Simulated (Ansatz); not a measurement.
SrZrO₃ in space group P4mm (No. 99; Sr on 1b, Zr on 1a, O on 1a, O on 2c), LDA in the plane-wave PAW code Ansatz. The conduction-band minimum lies at Γ, with 1 equivalent valley. Second derivatives d²E/dk² of the lowest band at one valley (eV·Å²), along Cartesian directions:

```csv
direction,d²E/dk²
[100],18.77
[010],18.77
[001],2.875
[110],18.77
[101],10.83
[011],10.83
```

Problem. Find the principal effective masses, the density-of-states mass and the conductivity mass.

Solution. Off-diagonal terms follow from H_xy = H[110] − (H_xx + H_yy)/2, and m*/mₑ = 7.620 eV·Å² over each eigenvalue: 0.41, 0.41, 2.7. One valley's DOS mass (m₁m₂m₃)^(1/3) = 0.76, conductivity mass 3/(Σ 1/mᵢ) = 0.57 mₑ.

Problem. What effective density of states Nc follows at 300 K for parabolic valleys?

Solution. Nc = 2.509e19 × 1 × (0.76)^(3/2) ≈ 1.7e19 cm⁻³.

Problem. With the computed static dielectric constant 61.1 (mean of the diagonal), estimate a hydrogenic donor's binding energy and radius.

Solution. E = 13.606 eV × 0.57/61.1² ≈ 2.1 meV; a = 0.529 Å × ε/m* ≈ 57 Å. Semilocal masses tend to be too small where the gap is.

The first step of the workflow began from a Materials Project structure, measured or hypothetical; the Crystallography Open Database copy checked does not list it. COD files the formula under space group No. 62, 63, 221, so this cell is another polymorph or a model. Its standing as an ambient phase is unchecked. The cell was relaxed with LDA under the symmetry of its start. At this level the phase is dynamically unstable (imaginary phonons). No spin polarisation was allowed. Scalar-relativistic: spin–orbit coupling is off unless named, which matters more the heavier the elements.

Potentials: the later of the program's two PAW sets.
